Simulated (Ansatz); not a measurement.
Ga(MoS2)4 (space group F-43m)

```
Ga(MoS2)4
1.0
    0.00000     4.83254     4.83254
    4.83254     0.00000     4.83254
    4.83254     4.83254     0.00000
Ga Mo S
1 4 8
Direct
  0.50000   0.50000   0.50000
  0.30807   0.89731   0.89731
  0.89731   0.89731   0.89731
  0.89731   0.89731   0.30807
  0.89731   0.30807   0.89731
  0.63632   0.09104   0.63632
  0.09104   0.63632   0.63632
  0.63632   0.63632   0.63632
  0.63632   0.63632   0.09104
  0.13474   0.59577   0.13474
  0.59577   0.13474   0.13474
  0.13474   0.13474   0.13474
  0.13474   0.13474   0.59577
```

This relaxed cell (volume V₀) is scaled evenly in all directions, its shape held. The atoms relax within the cell's symmetry.

All values below come from PBEsol (plane waves to 420 eV, PAW, scalar-relativistic; Ansatz, a program for electronic structure). k mesh 7×7×7 (Γ-centred), Fermi-Dirac smearing 0.05 eV. E stands for the smeared free energy. Compression counts positive. Ga(MoS2)4 is run without spin polarisation. Ga(MoS2)4 was relaxed with its symmetry unable to fall. The zero of ΔE is the relaxed starting cell. The last digit holds for this mesh only.

```tsv
V (Å³/atom)	ΔE (meV/atom)
15.626	69.4
15.916	46.4
16.205	withheld
16.494	15.6
16.784	6.7
17.073	1.6
17.363	0.0
17.652	1.5
17.941	5.8
18.231	12.6
18.520	21.7
18.809	32.9
19.099	45.8
```

### Question
Fit a third-order Birch-Murnaghan form (E₀, V₀, B₀, B₀′ free) to the given rows and predict ΔE at V = 16.205.

### Answer
Least squares on the 12 given rows: ΔE = E₀ + (9V₀B₀/16)·y²·[2 + (B₀′ − 4)y], y = (V₀/V)^(2/3) − 1, with V₀ = 17.364 Å³/atom, B₀ = 103.0 GPa (160.2 GPa = 1 eV/Å³; the term in eV is multiplied by 1000), B₀′ = 5.16, E₀ = 0.02 meV/atom; root-mean-square residual 0.04 meV/atom. At 16.205 the fit gives 28.7 meV/atom; the calculation gives 28.7 meV/atom, the same to the digits shown. For the pressure the fit gives 8.5 GPa against the computed 8.5 GPa.

(A scan under strain: stresses follow from slopes of the energy per volume, elastic moduli from its curvatures.)
